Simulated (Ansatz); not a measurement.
Ga$_{2}$Mo in space group Fddd (No. 70; Ga on 16f, Mo on 8b) at seven volumes, DFT-PBEsol in the program Ansatz with PAW potentials, shape and atoms relaxed at each. One row is withheld.

| V (Å³/atom) | P (GPa) |
|---|---|
| 13.573 | 18.88 |
| 14.021 | 11.49 |
| 14.468 | ? |
| 14.916 | 0.00 |
| 15.363 | -4.42 |
| 15.811 | -8.14 |
| 16.258 | -11.22 |

Q: Fit the shown pressures and predict the withheld one.

A: Third-order Birch–Murnaghan: P = (3/2)B₀(x^(7/2) − x^(5/2))[1 + (3/4)(B′ − 4)(x − 1)] with x = (V₀/V)^(2/3). Least squares on the six rows gives V₀ = 14.916 Å³/atom, B₀ = 160.0 GPa, B′ = 4.75. At V = 14.468, x = 1.0205 and P = 5.25 GPa. The run itself gave 5.26 GPa.

The start of the workflow was typed in or built on a structure type; neither database checked (COD, Materials Project) lists it. Whether it is the stable phase at ambient conditions was not checked. The cell was relaxed with PBEsol under the symmetry of its start; its stability against distortions is not shown here. No spin polarisation was allowed.

Potentials: the earlier of the program's two PAW sets. The files were generated under PBE; for other functionals the program regenerates the frozen cores, and for LDA and PBEsol the local potential too.
